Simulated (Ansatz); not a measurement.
The start is a generated cell, Zr built in the AFLOW prototype A_hR3_166_ac (C19, as in Sm). Cell shape, volume and atoms are optimised at zero target pressure with PBEsol (plane waves to 420 eV, PAW, scalar-relativistic; Ansatz, a first-principles code). First-step values are on the input's coarse k-mesh.

Ansatz input (later rounds restart from its end on a renewed k-mesh):
Ansatz 0.2 input:
```yaml
crystal:
  lattice:
    - [1.608889, 0.9288925, 7.7768272]
    - [-1.608889, 0.9288925, 7.7768272]
    - [0, -1.857785, 7.7768272]
  atoms:
    - { symbol: Zr, position: [0, 0, 0] }
    - { symbol: Zr, position: [0.22222, 0.22222, 0.22222] }
    - { symbol: Zr, position: [0.77778, 0.77778, 0.77778] }
basis: { ecutwfc: 420, ecutrho_ratio: 4, xc_grid: 2, fft_grid_basis: typed }
kpoints: { mp_grid: { grid: [12, 12, 12] } }
hamiltonian:
  xc: pbesol
  dispersion: none
  pseudopotentials: { azcp: { folder: ./paw }, kind: paw }
scf: { occupations: { method: fermi_dirac, width: 0.05 } }
relax: { f_tol: 0.01, max_steps: 100, cell: { stress_tol: 0.02 } }
output: { forces: true, stress: true }
```

Task: What pressure does the first self-consistent step give?

Result: -3.1 GPa (negative: the cell is under tension).

Task: What is the largest force in the starting geometry, and on which atom (counted from 1)?

Result: 0.10 eV/Å, on Zr2, Zr3 (atoms numbered as listed).

Task: How much energy is released per atom?

Result: 0.01 eV/atom.

Task: How does the volume per atom move from start to end?

Result: -3.4 %, from 23.24 to 22.46 Å³/atom.

Task: Write out the relaxed structure.

Result: 
```cif
data_Zr9
_chemical_formula_sum 'Zr9'
_space_group_name_H-M_alt 'R-3m :H'
_space_group_IT_number 166
_space_group_name_Hall '-R 3 2"'
_cell_length_a 3.17565
_cell_length_b 3.17565
_cell_length_c 23.14369
_cell_angle_alpha 90.000
_cell_angle_beta 90.000
_cell_angle_gamma 120.000
loop_
_atom_site_label
_atom_site_type_symbol
_atom_site_symmetry_multiplicity
_atom_site_Wyckoff_symbol
_atom_site_fract_x
_atom_site_fract_y
_atom_site_fract_z
_atom_site_occupancy
Zr1 Zr 3 a 0.00000 0.00000 0.00000 1
Zr2 Zr 6 c 0.00000 0.00000 0.22281 1
```
(The calculation used a cell of 3 atoms; values per cell refer to that cell.)

The space group stays R-3m (No. 166) (the run could not lower it); the end is AFLOW prototype A_hR3_166_ac (C19, as in Sm), with 3 atoms in the primitive cell. Final values are on a 17×17×17 k-mesh of the relaxed cell. No spin polarisation in the result.

The run could not lose the symmetry of its start; a randomly shaken copy of 6 atoms returns to this structure.

The relaxed structure here is a generated cell of Zr: the first start was made by placing the elements on the sites of a structure type, and the end was not matched to a known phase here, so it may be hypothetical. Known forms of Zr include space group No. 194.
